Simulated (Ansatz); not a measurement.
Here is the system:

SiNi3:
```cif
data_Ni3Si
_chemical_formula_sum 'Si1 Ni3'
_space_group_name_H-M_alt 'Pm-3m'
_space_group_IT_number 221
_space_group_name_Hall '-P 4 2 3'
_cell_length_a 3.46098
_cell_length_b 3.46098
_cell_length_c 3.46098
_cell_angle_alpha 90.000
_cell_angle_beta 90.000
_cell_angle_gamma 90.000
loop_
_atom_site_label
_atom_site_type_symbol
_atom_site_symmetry_multiplicity
_atom_site_Wyckoff_symbol
_atom_site_fract_x
_atom_site_fract_y
_atom_site_fract_z
_atom_site_occupancy
Si1 Si 1 a 0.00000 0.00000 0.00000 1
Ni1 Ni 3 c 0.00000 0.50000 0.50000 1
```

This is the PBEsol-relaxed structure.

Q: All from PBEsol (plane waves, PAW; program Ansatz), unless another level is named. Estimate the Hill bulk and shear moduli.

A: 240 and 121 GPa.

Q: Predict the highest zone-centre frequency.

A: 10.10 THz.

The PBEsol relaxation kept the symmetry of its start; of distortions, only those at the zone centre were tested. The workflow began spin-polarised and lost its moments. As this level gives no gap, shear constants depend on the k-mesh and smearing (Fermi–Dirac, 0.1 eV here). As this level gives no gap, phonon frequencies hold no LO–TO term and depend on the k-mesh and smearing (Fermi–Dirac, 0.1 eV here).

Potentials: the later of the program's two PAW sets.
